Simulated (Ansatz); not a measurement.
Ba2CdB2O6:
```
CELL_PARAMETERS angstrom
      4.84877     2.67650     0.00000
     -4.84877     2.67650     0.00000
     -3.16448     0.00000     5.81964
ATOMIC_POSITIONS crystal
  Ba 0.79097 0.20903 0.31079
  Ba 0.20903 0.79097 0.68921
  Cd 0.00000 0.00000 0.00000
  B  0.44206 0.55794 0.23908
  B  0.55794 0.44206 0.76092
  O  0.74643 0.69838 0.27377
  O  0.25357 0.30162 0.72623
  O  0.69838 0.74643 0.72623
  O  0.30162 0.25357 0.27377
  O  0.28424 0.71576 0.16832
  O  0.71576 0.28424 0.83168
```

Relaxed with HSE06. Special points in fractions of this cell's reciprocal vectors: Γ (0.000, 0.000, 0.000); C (0.349, 0.349, 0.000); C2 (-0.349, 0.651, 0.000); Y2 (-0.500, 0.500, 0.000); M2 (-0.500, 0.500, 0.500); D (-0.280, 0.720, 0.500); D2 (0.280, 0.280, 0.500); A (0.000, 0.000, 0.500); L2 (0.000, 0.500, 0.500); V2 (0.000, 0.500, 0.000).

**Question.** List the band energies nearest the valence-band maximum at these points for HSE06 (plane waves, PAW; program Ansatz).

**Answer.** In eV from the valence-band maximum; about four levels below and three above (degenerate sets whole), none deeper than 8.9 eV; points with the same levels are listed once.

```csv
k,below,above
Γ,-0.66 -0.44 -0.25 0.00,4.99 6.12 7.02
C,-0.96 -0.73 -0.56 -0.49,6.68 7.39 7.87
Y2,-0.99 -0.99 -0.31 -0.28 -0.11,6.22 7.51 8.00
M2,-1.20 -0.45 -0.42 -0.15,6.54 6.91 7.34
D,-0.99 -0.89 -0.66 -0.51,6.78 7.17 7.52
A,-0.83 -0.77 -0.23 -0.09,6.39 6.50 8.05
L2,-0.98 -0.71 -0.68 -0.42,6.91 7.11 7.70
V2,-0.92 -0.81 -0.62 -0.48,6.92 6.95 7.08
```

Space group C2/m. The first step of the workflow began from a Materials Project structure, measured or hypothetical; the Crystallography Open Database copy checked does not list it. Its standing as an ambient phase is unchecked. Symmetry was held in the HSE06 relaxation; whether a distortion lowers the energy is not shown. The hybrid was solved on a coarse mesh, the path and, where they were found, the r²SCAN edge points; its band edges are the extreme levels among these. Spin–orbit coupling is left out wherever it is not named.

Potentials: the later of the program's two PAW sets.
